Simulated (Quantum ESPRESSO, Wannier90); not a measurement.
## Wannier functions of Sb (R-3m)

```xyz
2
Lattice="-2.1771 3.7708 0.0000 -4.3541 0.0000 0.0000 -2.1771 1.2569 3.8299" Properties=species:S:1:pos:R:3 pbc="T T T"
Sb     2.1771    -1.2569    -0.7477
Sb    -2.1771     1.2569     0.7477
```

Structure: Materials Project mp-104, symmetrised, not relaxed again. This is the element's usual structure. Method: PBEsol plane waves in Quantum ESPRESSO 7.5 (PseudoDojo norm-conserving files, 64 Ry, no spin polarisation, no spin-orbit coupling), Bloch states on a 8×8×8 mesh through Γ, Wannier90 4.0.1. Density: 8×8×8 mesh, cold smearing 0.01 Ry. The cell is built of weakly bound layers, chains or molecules, whose nearest atoms lie 3.43 Å apart. Database cells relaxed without dispersion often hold them too far apart, which can enlarge gaps and weakens couplings between them; spacing and stacking were not compared with the measured crystal. Spin-orbit coupling is left out although heavy elements are present.

Energies are relative to the Fermi level.

**Bands.** No gap over 0.05 eV opens at the Fermi level at this level of theory. 1 filled group is cut off by gaps; the highest, bands 1–10, spans -29.41 to -29.15 eV and is Sb 4d 100 %.

**Model.** 8 functions (Sb sp) from bands 11-25, frozen to 1.50 eV, reach Ω_I = 13.93 Å² and follow pw.x to 8.0 meV rms (states up to 1.0 eV relative to the Fermi level).

**Frozen window.** Edge, Ω_I and misfit go 1.5 eV, 13.93 Å², 8.0 meV; 2.5 eV, 16.82 Å², 5.0 meV; 3.5 eV, 20.72 Å², 8.2 meV. Ω_I never falls as the edge rises, since each frozen state takes freedom from the choice of the smoothest subspace.

**No window.** Without a frozen window Ω_I drops to 10.81 Å² while the misfit grows to 295 meV: a small spread is no proof of good bands.

**Outer window.** The setting "only the lowest 10 of the kept bands" raises Ω_I to 15.42 Å², as fewer states are left to mix in, and the misfit goes to 5.3 meV.

**Stops.** With the frozen window to 4.71 eV the program stops (More states in the frozen window than target WFs). With the outer window to 4.34 eV the program stops (Energy window contains fewer states than number of target WFs).
